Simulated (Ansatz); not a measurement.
Here is an unrelaxed guess for HfCl5.

```cif
data_structure
_symmetry_space_group_name_H-M 'P 1'
_symmetry_Int_Tables_number 1
_cell_length_a 5.8313
_cell_length_b 5.8313
_cell_length_c 5.8313
_cell_angle_alpha 68.652
_cell_angle_beta 68.652
_cell_angle_gamma 68.652
_cell_volume 165.77
loop_
_atom_site_label
_atom_site_type_symbol
_atom_site_fract_x
_atom_site_fract_y
_atom_site_fract_z
_atom_site_occupancy
Hf1 Hf 0.50000 0.50000 0.50000 1
Cl1 Cl 0.00000 0.00000 0.50000 1
Cl2 Cl 0.50000 0.00000 0.00000 1
Cl3 Cl 0.00000 0.50000 0.00000 1
Cl4 Cl 0.32399 0.32399 0.32399 1
Cl5 Cl 0.67601 0.67601 0.67601 1
```

Method: DFT PBE, scalar-relativistic, plane waves, PAW in Ansatz 0.2.0. Settings: cutoff 420 eV, Γ-centred mesh 3×3×3 on the computed 6-atom cell, Gaussian smearing of 0.10 eV; no spin polarisation.

Energies over the elements count from the elements' standard structures at the same level (Cl₂ as a molecule), with no fitted energy shifts.

Q: Estimate its pressure, forces and energy as it stands.

A: The pressure is -1.5 GPa (the mean over three directions, positive in compression), the largest force is 2.14 eV/Å, and the energy is −0.52 eV/atom against the elements. The shortest distance is 2.34 Å.

Q: Is it a good guess?

A: A rough one: relaxing gains about 0.58 eV/atom (the start's value is from the coarse mesh, so the gain is rough) in 28 ionic steps and ends at −1.09 eV/atom on the finer mesh. The symmetry stays R-3m (No. 166). The volume per atom grows by 21.7 %, from 27.6 to 33.6 Å³. The shortest distance goes from 2.34 Å (Hf–Cl) to 2.33 Å (Hf–Cl). The ratio c/a of the conventional cell changes by a factor of 1.92. Conventional cell: a = 5.649 Å, c = 21.898 Å. Around Hf lie 2 Cl at 2.33 Å and 6 Cl at 2.82 Å; Cl on a site of symmetry 2/m is surrounded by 4 Cl at 2.82 Å, 2 Hf at 2.82 Å and 4 Cl at 3.66 Å; Cl on a site of symmetry 3m has 1 Hf at 2.33 Å and 6 Cl at 3.66 Å.

The last run used a 12×12×12 mesh for its 6-atom cell and Gaussian smearing of 0.10 eV. Weakly bound directions are ill-defined at this level, which has no dispersion term. Spin–orbit coupling, which can matter for Hf, is left out. An odd number of electrons in the primitive cell allows no gap without spin; a larger cell or a magnetic state could open one. The cell is a metal run without spin; a magnetic state may lie lower. The relaxation can't lower the symmetry of the start, and the grade says only how near the guess is to its own end. A structure relaxed within its symmetry needn't be a true minimum.
